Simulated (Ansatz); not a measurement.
Relaxation of a generated trial cell of HfO2 in the pyrite structure type; 12 atoms in the cell, which starts as Pa-3 (No. 205), cP12; a = b = c = 4.9738 Å, α = β = γ = 90.00°. These are PBE (plane waves to 420 eV, PAW, scalar-relativistic; Ansatz, an electronic-structure program) values and carry that method's errors. Γ-centred k-mesh 4×4×4 on the run's cell (coarser than for final values), Fermi–Dirac smearing 0.05 eV. This is the first round of the run. 

The optimiser's lines from the output (shortened; P is positive under compression):

```
relax step   1: F+E_penalty+E_count = -67441.72060359 eV  Δ(F+E_penalty+E_count) = +0.000e0 eV  max|allowed force component| = 2.759e0 eV/Å  Δτ_max = 0.0000 Å  P = +34.168 GPa  Ω = 123.046 Å³  (9 SCF iters, dr2 threshold 1.00e-7 eV, accepted)
relax step   2: F+E_penalty+E_count = -67447.22330999 eV  Δ(F+E_penalty+E_count) = -5.503e0 eV  max|allowed force component| = 7.200e-1 eV/Å  Δτ_max = 0.1950 Å  P = -2.877 GPa  Ω = 139.602 Å³  (8 SCF iters, dr2 threshold 1.20e-6 eV, accepted)
relax step   3: F+E_penalty+E_count = -67447.75224245 eV  Δ(F+E_penalty+E_count) = -5.289e-1 eV  max|allowed force component| = 4.274e-1 eV/Å  Δτ_max = 0.0642 Å  P = -1.278 GPa  Ω = 139.294 Å³  (7 SCF iters, dr2 threshold 1.20e-6 eV, accepted)
relax step   4: F+E_penalty+E_count = -67448.17895920 eV  Δ(F+E_penalty+E_count) = -4.267e-1 eV  max|allowed force component| = 8.993e-2 eV/Å  Δτ_max = 0.1263 Å  P = -0.989 GPa  Ω = 140.089 Å³  (7 SCF iters, dr2 threshold 1.20e-6 eV, accepted)
relax step   5: F+E_penalty+E_count = -67448.21604495 eV  Δ(F+E_penalty+E_count) = -3.709e-2 eV  max|allowed force component| = 1.565e-2 eV/Å  Δτ_max = 0.0488 Å  P = -0.242 GPa  Ω = 139.867 Å³  (7 SCF iters, dr2 threshold 1.20e-6 eV, accepted)
relax step   6: F+E_penalty+E_count = -67448.21789769 eV  Δ(F+E_penalty+E_count) = -1.853e-3 eV  max|allowed force component| = 1.463e-3 eV/Å  Δτ_max = 0.0120 Å  P = -0.005 GPa  Ω = 139.764 Å³  (6 SCF iters, dr2 threshold 1.46e-7 eV, accepted)
relax step   7: F+E_penalty+E_count = -67448.33501177 eV  Δ(F+E_penalty+E_count) = -1.171e-1 eV  max|allowed force component| = 3.350e-3 eV/Å  Δτ_max = 0.0000 Å  P = +1.339 GPa  Ω = 139.764 Å³  stress off target by 1.34e0 GPa  SCF on the basis re-selected at this cell (its energy is not comparable with the rows above)  (9 SCF iters)
relax step   8: F+E_penalty+E_count = -67448.33589059 eV  Δ(F+E_penalty+E_count) = -8.788e-4 eV  max|allowed force component| = 3.526e-4 eV/Å  Δτ_max = 0.0039 Å  P = +0.058 GPa  Ω = 140.524 Å³  (6 SCF iters, dr2 threshold 1.20e-6 eV, accepted)
relax step   9: F+E_penalty+E_count = -67448.33577528 eV  Δ(F+E_penalty+E_count) = +1.153e-4 eV  max|allowed force component| = 3.275e-5 eV/Å  Δτ_max = 0.0004 Å  P = -0.001 GPa  Ω = 140.560 Å³  (5 SCF iters, dr2 threshold 8.53e-9 eV, accepted)
relax step  10: F+E_penalty+E_count = -67448.33865487 eV  Δ(F+E_penalty+E_count) = -2.880e-3 eV  max|allowed force component| = 3.087e-5 eV/Å  Δτ_max = 0.0000 Å  P = +0.006 GPa  Ω = 140.560 Å³  stress off target by 6.15e-3 GPa  SCF on the basis re-selected at this cell (its energy is not comparable with the rows above)  (6 SCF iters)
```

From the first to the last row the energy changes by -0.55 eV/atom and the volume by +14.2 %. The last row is marked as not comparable with the walk above it, whose basis was carried along; it does compare with step 1, since both stand on a basis selected at the nominal cutoff for their own cell.

Energy and pressure jump between steps 6 and 7 at one geometry, where the plane-wave basis was selected anew. While the cell walks, the set of plane waves is carried along, so its effective cutoff drifts with the strain; re-selecting it at 420 eV moved the energy by -0.010 eV/atom and the pressure by 1.3 GPa. Only step 1 and rows on a re-selected basis compare with each other.

Later rounds, restarted from the end of this one on a renewed k-mesh, logged 2 more steps and released under 1 meV/atom more. The final structure after all rounds: Pa-3 (No. 205), cP12; a = b = c = 5.1994 Å, α = β = γ = 90.00°. Between re-selections the logged energies stand on a plane-wave basis carried along with the cell. No spin polarisation in the result.

The run could not lose the symmetry of its start: the end is stationary, and may be a saddle point rather than a minimum.

The relaxed structure here is a generated cell of HfO2: the first start was made by placing the elements on the sites of a structure type, and the end was not matched to a known phase here, so it may be hypothetical. Known forms of HfO2 include space group No. 14, 29, 137, 225.
